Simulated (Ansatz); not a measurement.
GaAs (rock salt, space group No. 225) under volume change, r²SCAN (plane waves, PAW; program Ansatz), scaled uniformly.

```tsv
V (Å³/atom)	E − E(relaxed) (meV/atom)	P (GPa)
17.215	47.1	9.70
17.782	19.7	5.90
18.350	4.6	2.70
18.917	0.0	-0.01
19.485	4.2	-2.28
20.052	15.7	-4.18
20.620	33.3	-5.74
```

### Question
What does a third-order Birch–Murnaghan fit give for V₀, B₀ and B′?

### Answer
V₀ = 18.92 Å³/atom, B₀ = 82.1 GPa, B′ = 4.8.

Space group Fm-3m (rock salt). The start of the workflow was typed in or built on a structure type; neither database checked (COD, Materials Project) lists it. It is not the phase usual at ambient conditions (space group No. 216). The cell was relaxed with r²SCAN under the symmetry of its start; its stability against distortions is not shown here.

Potentials: the earlier of the program's two PAW sets.
